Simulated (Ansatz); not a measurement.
A geometry of BePd away from equilibrium: step 3 of the relaxation of a generated cell, BePd placed in the AFLOW prototype AB_tP4_129_c_c (B11, as in TiCu). Calculation: PBEsol (plane waves to 420 eV, PAW, scalar-relativistic; Ansatz, an electronic-structure program). Γ-centred k-mesh 11×11×6 on the run's cell (coarser than for final values), Fermi–Dirac smearing 0.05 eV. The plane waves were selected for a different cell earlier on the path.

```yaml
crystal:
  lattice:
    - [2.86415, 0.00000, 0.00000]
    - [0.00000, 2.86415, 0.00000]
    - [0.00000, 0.00000, 5.23874]
  atoms:
    - { symbol: Be, position: [0.50000, 0.00000, 0.63066] }
    - { symbol: Be, position: [0.00000, 0.50000, 0.36934] }
    - { symbol: Pd, position: [0.50000, 0.00000, 0.17144] }
    - { symbol: Pd, position: [0.00000, 0.50000, 0.82856] }
```

Problem. What forces act on the atoms (eV/Å)?

Solution. 
```
atom    Fx    Fy     Fz
----  ----  ----  -----
Be1   0.00  0.00  -0.79
Be2   0.00  0.00   0.79
Pd3   0.00  0.00   0.56
Pd4   0.00  0.00  -0.56
```

The path ends in P4/nmm (No. 129) (AFLOW prototype AB_tP4_129_c_c (B11, as in TiCu)). No spin polarisation in the result.

The run could not lose the symmetry of its start, so the end can be a saddle point.

The end of the path is a generated cell of BePd: the first start was made by placing the elements on the sites of a structure type, and the end was not matched to a known phase here, so it may be hypothetical.
